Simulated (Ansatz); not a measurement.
Ti2GeC:
```
CELL_PARAMETERS angstrom
      3.08514     0.00000     0.00000
     -1.54257     2.67181     0.00000
      0.00000     0.00000    12.90429
ATOMIC_POSITIONS crystal
  Ti 0.66667 0.33333 0.58930
  Ti 0.33333 0.66667 0.41070
  Ti 0.33333 0.66667 0.08930
  Ti 0.66667 0.33333 0.91070
  Ge 0.66667 0.33333 0.25000
  Ge 0.33333 0.66667 0.75000
  C  0.00000 0.00000 0.50000
  C  0.00000 0.00000 0.00000
```

Relaxed with r²SCAN. Special points in fractions of this cell's reciprocal vectors: Γ (0.000, 0.000, 0.000); M (0.500, 0.000, 0.000); K (0.333, 0.333, 0.000); A (0.000, 0.000, 0.500); L (0.500, 0.000, 0.500); H (0.333, 0.333, 0.500).

Problem. List the band energies nearest the Fermi level at these points for the program Ansatz at the r²SCAN level (PAW).

Solution. In eV from the Fermi level; about four levels below and three above (degenerate sets whole), none deeper than 8.9 eV; points with the same levels are listed once.

| k | below | above |
|---|---|---|
| Γ | -2.86 -2.86 -2.82 -2.82 -2.04 | 0.06 0.56 0.56 0.56 |
| M | -2.51 -2.30 -1.66 -1.53 | 0.96 1.73 2.06 |
| K | -2.53 -2.38 -2.38 -0.45 | 0.70 1.13 1.13 |
| A | -2.84 -2.84 -2.84 -2.84 -2.77 -2.77 | 0.35 0.35 0.59 0.59 0.59 0.59 |
| L | -2.40 -2.40 -1.59 -1.59 | 1.29 1.29 1.99 1.99 |
| H | -2.86 -2.86 -2.37 -2.37 | 0.06 0.06 1.08 1.08 |

Space group P6_3/mmc. The first step of the workflow began from a Materials Project structure, measured or hypothetical; the Crystallography Open Database copy checked does not list it. Whether it is the stable phase at ambient conditions was not checked. The cell was relaxed with r²SCAN under the symmetry of its start; its stability against distortions is not shown here. The run is not spin-polarised. Spin–orbit coupling is left out wherever it is not named.

Potentials: the later of the program's two PAW sets.
